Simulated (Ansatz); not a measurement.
CdSe:
```yaml
crystal:
  lattice:
    - [0.00000, 3.00373, 3.00373]
    - [3.00373, 0.00000, 3.00373]
    - [3.00373, 3.00373, 0.00000]
  atoms:
    - { symbol: Se, position: [0.75000, 0.75000, 0.75000] }
    - { symbol: Cd, position: [0.00000, 0.00000, 0.00000] }
```

Relaxed with LDA. Special points in fractions of this cell's reciprocal vectors: Γ (0.000, 0.000, 0.000); X (0.500, 0.000, 0.500); U (0.625, 0.250, 0.625); K (0.375, 0.375, 0.750); L (0.500, 0.500, 0.500); W (0.500, 0.250, 0.750).

List the band energies nearest the valence-band maximum at these points for DFT-LDA in the program Ansatz with PAW potentials.

In eV from the valence-band maximum; about four levels below and three above (degenerate sets whole), none deeper than 8.9 eV; … stands for higher levels left out; points with the same levels are listed once.

```csv
k,below,above
Γ,-7.65 -7.65 0.00 0.00 0.00,0.40 …
X,-7.26 -4.33 -2.01 -2.01,2.88 3.64 9.02
U,-7.16 -4.28 -2.74 -1.65,3.53 5.09 8.15
L,-7.33 -4.70 -0.82 -0.82,2.22 6.34 6.34
W,-7.12 -4.25 -2.42 -2.41,5.06 5.06 6.35
```

Space group F-43m (zinc blende). Symmetry was held in the LDA relaxation; phonons on a q-mesh show no instability. Spin–orbit coupling is left out wherever it is not named.

Potentials: the later of the program's two PAW sets.
